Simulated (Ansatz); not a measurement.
Space group P-62m (No. 189). a = 6.710 Å, b = 6.710 Å, c = 3.945 Å, α = 90.00°, β = 90.00°, γ = 120.00°
```json
{"atom": "Sc", "site": "3f", "symmetry": "m2m", "x": "0.0000", "y": "0.5770", "z": "0.0000"}
{"atom": "Ge", "site": "2d", "symmetry": "-6..", "x": "0.3333", "y": "0.6667", "z": "0.5000"}
{"atom": "Ge", "site": "1a", "symmetry": "-62m", "x": "0.0000", "y": "0.0000", "z": "0.0000"}
{"atom": "Pd", "site": "3g", "symmetry": "m2m", "x": "0.0000", "y": "0.2484", "z": "0.5000"}
```

Equation of state of this ScGePd structure (not necessarily the ground state), with shape and atoms relaxed at each volume where symmetry leaves them free. It has no gap at any of these volumes. Theory: DFT r2SCAN, scalar-relativistic, plane waves, PAW in Ansatz.

Settings: cutoff 500 eV, Γ-centred mesh 6×6×10 on the computed 9-atom cell, Gaussian smearing of 0.10 eV; no spin polarisation.

| V (Å³/atom) | E − E(largest V) (meV/atom) | P (GPa) |
| --- | --- | --- |
| 15.041 | 68.89 | 22.48 |
| 15.554 | 8.70 | 15.37 |
| 16.067 | -30.57 | 9.37 |
| 16.580 | -52.16 | 4.29 |
| 17.092 | -58.79 | 0.00 |
| 17.605 | -52.77 | -3.63 |
| 18.118 | -36.07 | -6.70 |
| 18.802 | 0.00 | -10.05 |

Problem. Fit a third-order Birch–Murnaghan equation to E(V).

Solution. V0 = 17.09 Å³/atom, B0 = 131 GPa, B0' = 4.6.

Cost: 8 runs of about 26 core-minutes in all, on Oxide Virtual Turin-like Processor (Zen 5) (shared hosts).